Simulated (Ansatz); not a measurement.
BeTe:
```
BeTe
1.0
    0.00000     2.83191     2.83191
    2.83191     0.00000     2.83191
    2.83191     2.83191     0.00000
Te Be
1 1
Direct
  0.75000   0.75000   0.75000
  0.00000   0.00000   0.00000
```

Tensor components refer to the Cartesian frame of this cell.

Problem. Give the high-frequency dielectric tensor and the Born effective charge tensors of the independent atoms from DFPT, the program Ansatz at the PBE level (PAW).

Solution. 
ε∞:
```
7.41  0.00  0.00
0.00  7.41  0.00
0.00  0.00  7.41
```
Z* of atom 1 (Te), rows: field, columns: displacement, in e:
```
-1.36   0.00   0.00
 0.00  -1.36   0.00
 0.00   0.00  -1.36
```
Z* of atom 2 (Be), rows: field, columns: displacement, in e:
```
1.36  0.00  0.00
0.00  1.36  0.00
0.00  0.00  1.36
```

Static charges for comparison (Bader): Te1 -1.47, Be2 +1.47 e. Born charges measure polarisation by displacement and can exceed these by far.

Space group F-43m (zinc blende). The cell was relaxed with PBE under the symmetry of its start; of distortions, only those at the zone centre were tested. Spin–orbit coupling is left out wherever it is not named.

Potentials: the later of the program's two PAW sets.
